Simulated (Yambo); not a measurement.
Absorption of Na₂NiO₂ (space group Cmc2_1, No. 36) with and without the electron-hole interaction (Yambo, PBEsol bands; 8×8×2 mesh, 16 valence and 7 conduction bands, static screening with 93 bands and a 3 Ry block, scissor 1.69 eV, Tamm-Dancoff; field along x). Axes are Cartesian, with cell vectors (Å) (1.43, -5.11, 0.00), (1.43, 5.11, 0.00), (0.00, 0.00, 8.30).

```json
[
 {"E (eV)": "0.00", "Im ε, BSE": "0.07", "Im ε, independent quasiparticles": "0.04"},
 {"E (eV)": "0.10", "Im ε, BSE": "0.08", "Im ε, independent quasiparticles": "0.04"},
 {"E (eV)": "0.20", "Im ε, BSE": "0.08", "Im ε, independent quasiparticles": "0.04"},
 {"E (eV)": "0.30", "Im ε, BSE": "0.09", "Im ε, independent quasiparticles": "0.05"},
 {"E (eV)": "0.40", "Im ε, BSE": "0.09", "Im ε, independent quasiparticles": "0.05"},
 {"E (eV)": "0.50", "Im ε, BSE": "0.10", "Im ε, independent quasiparticles": "0.05"},
 {"E (eV)": "0.60", "Im ε, BSE": "0.10", "Im ε, independent quasiparticles": "0.05"},
 {"E (eV)": "0.70", "Im ε, BSE": "0.11", "Im ε, independent quasiparticles": "0.06"},
 {"E (eV)": "0.80", "Im ε, BSE": "0.13", "Im ε, independent quasiparticles": "0.06"},
 {"E (eV)": "0.91", "Im ε, BSE": "0.14", "Im ε, independent quasiparticles": "0.06"},
 {"E (eV)": "1.01", "Im ε, BSE": "0.15", "Im ε, independent quasiparticles": "0.07"},
 {"E (eV)": "1.11", "Im ε, BSE": "0.15", "Im ε, independent quasiparticles": "0.07"},
 {"E (eV)": "1.21", "Im ε, BSE": "0.17", "Im ε, independent quasiparticles": "0.08"},
 {"E (eV)": "1.31", "Im ε, BSE": "0.18", "Im ε, independent quasiparticles": "0.08"},
 {"E (eV)": "1.41", "Im ε, BSE": "0.21", "Im ε, independent quasiparticles": "0.09"},
 {"E (eV)": "1.51", "Im ε, BSE": "0.23", "Im ε, independent quasiparticles": "0.09"},
 {"E (eV)": "1.61", "Im ε, BSE": "0.27", "Im ε, independent quasiparticles": "0.10"},
 {"E (eV)": "1.71", "Im ε, BSE": "0.32", "Im ε, independent quasiparticles": "0.11"},
 {"E (eV)": "1.81", "Im ε, BSE": "0.39", "Im ε, independent quasiparticles": "0.12"},
 {"E (eV)": "1.91", "Im ε, BSE": "0.51", "Im ε, independent quasiparticles": "0.14"},
 {"E (eV)": "2.01", "Im ε, BSE": "0.72", "Im ε, independent quasiparticles": "0.15"},
 {"E (eV)": "2.11", "Im ε, BSE": "1.03", "Im ε, independent quasiparticles": "0.18"},
 {"E (eV)": "2.21", "Im ε, BSE": "1.33", "Im ε, independent quasiparticles": "0.21"},
 {"E (eV)": "2.31", "Im ε, BSE": "1.48", "Im ε, independent quasiparticles": "0.27"},
 {"E (eV)": "2.41", "Im ε, BSE": "1.61", "Im ε, independent quasiparticles": "0.36"},
 {"E (eV)": "2.52", "Im ε, BSE": "1.53", "Im ε, independent quasiparticles": "0.54"},
 {"E (eV)": "2.62", "Im ε, BSE": "1.39", "Im ε, independent quasiparticles": "0.90"},
 {"E (eV)": "2.72", "Im ε, BSE": "1.41", "Im ε, independent quasiparticles": "1.33"},
 {"E (eV)": "2.82", "Im ε, BSE": "1.60", "Im ε, independent quasiparticles": "1.30"},
 {"E (eV)": "2.92", "Im ε, BSE": "1.96", "Im ε, independent quasiparticles": "1.01"},
 {"E (eV)": "3.02", "Im ε, BSE": "2.55", "Im ε, independent quasiparticles": "0.81"},
 {"E (eV)": "3.12", "Im ε, BSE": "3.18", "Im ε, independent quasiparticles": "0.77"},
 {"E (eV)": "3.22", "Im ε, BSE": "3.85", "Im ε, independent quasiparticles": "0.82"},
 {"E (eV)": "3.32", "Im ε, BSE": "4.66", "Im ε, independent quasiparticles": "0.93"},
 {"E (eV)": "3.42", "Im ε, BSE": "6.60", "Im ε, independent quasiparticles": "1.10"},
 {"E (eV)": "3.52", "Im ε, BSE": "9.13", "Im ε, independent quasiparticles": "1.18"},
 {"E (eV)": "3.62", "Im ε, BSE": "9.05", "Im ε, independent quasiparticles": "1.19"},
 {"E (eV)": "3.72", "Im ε, BSE": "9.98", "Im ε, independent quasiparticles": "1.09"},
 {"E (eV)": "3.82", "Im ε, BSE": "14.4", "Im ε, independent quasiparticles": "1.13"},
 {"E (eV)": "3.92", "Im ε, BSE": "21.3", "Im ε, independent quasiparticles": "1.43"},
 {"E (eV)": "4.02", "Im ε, BSE": "20.1", "Im ε, independent quasiparticles": "1.75"},
 {"E (eV)": "4.13", "Im ε, BSE": "13.2", "Im ε, independent quasiparticles": "1.61"},
 {"E (eV)": "4.23", "Im ε, BSE": "8.56", "Im ε, independent quasiparticles": "1.42"},
 {"E (eV)": "4.33", "Im ε, BSE": "6.03", "Im ε, independent quasiparticles": "1.42"},
 {"E (eV)": "4.43", "Im ε, BSE": "5.17", "Im ε, independent quasiparticles": "1.63"},
 {"E (eV)": "4.53", "Im ε, BSE": "4.78", "Im ε, independent quasiparticles": "1.94"},
 {"E (eV)": "4.63", "Im ε, BSE": "4.09", "Im ε, independent quasiparticles": "2.28"},
 {"E (eV)": "4.73", "Im ε, BSE": "3.44", "Im ε, independent quasiparticles": "2.98"},
 {"E (eV)": "4.83", "Im ε, BSE": "3.02", "Im ε, independent quasiparticles": "4.41"},
 {"E (eV)": "4.93", "Im ε, BSE": "2.46", "Im ε, independent quasiparticles": "7.33"},
 {"E (eV)": "5.03", "Im ε, BSE": "2.20", "Im ε, independent quasiparticles": "12.1"},
 {"E (eV)": "5.13", "Im ε, BSE": "2.33", "Im ε, independent quasiparticles": "14.9"},
 {"E (eV)": "5.23", "Im ε, BSE": "2.73", "Im ε, independent quasiparticles": "15.5"},
 {"E (eV)": "5.33", "Im ε, BSE": "3.07", "Im ε, independent quasiparticles": "15.2"},
 {"E (eV)": "5.43", "Im ε, BSE": "2.87", "Im ε, independent quasiparticles": "12.4"},
 {"E (eV)": "5.53", "Im ε, BSE": "2.54", "Im ε, independent quasiparticles": "8.97"},
 {"E (eV)": "5.63", "Im ε, BSE": "2.21", "Im ε, independent quasiparticles": "7.22"},
 {"E (eV)": "5.73", "Im ε, BSE": "2.19", "Im ε, independent quasiparticles": "7.26"},
 {"E (eV)": "5.84", "Im ε, BSE": "2.15", "Im ε, independent quasiparticles": "8.09"},
 {"E (eV)": "5.94", "Im ε, BSE": "2.60", "Im ε, independent quasiparticles": "8.26"},
 {"E (eV)": "6.04", "Im ε, BSE": "2.66", "Im ε, independent quasiparticles": "7.13"},
 {"E (eV)": "6.14", "Im ε, BSE": "2.31", "Im ε, independent quasiparticles": "5.62"},
 {"E (eV)": "6.24", "Im ε, BSE": "2.07", "Im ε, independent quasiparticles": "4.38"},
 {"E (eV)": "6.34", "Im ε, BSE": "1.93", "Im ε, independent quasiparticles": "3.89"},
 {"E (eV)": "6.44", "Im ε, BSE": "1.85", "Im ε, independent quasiparticles": "3.97"},
 {"E (eV)": "6.54", "Im ε, BSE": "1.66", "Im ε, independent quasiparticles": "4.04"},
 {"E (eV)": "6.64", "Im ε, BSE": "1.67", "Im ε, independent quasiparticles": "3.52"},
 {"E (eV)": "6.74", "Im ε, BSE": "1.39", "Im ε, independent quasiparticles": "3.08"},
 {"E (eV)": "6.84", "Im ε, BSE": "1.24", "Im ε, independent quasiparticles": "2.85"},
 {"E (eV)": "6.94", "Im ε, BSE": "1.18", "Im ε, independent quasiparticles": "2.56"}
]
```

The scissor comes from a G0W0 run whose convergence isn't established. Broadening 0.15 eV. The band window holds all transitions up to 7.2 eV. Fine structure above the onset can come from the mesh.

The 3d shell has no Hubbard U; the runs are without spin polarisation, and magnetic order was not tried.

Geometry of the Materials Project entry, not relaxed at this level; primitive cell a = b = 5.305 Å, c = 8.301 Å, α = β = 90.00°, γ = 148.67°.
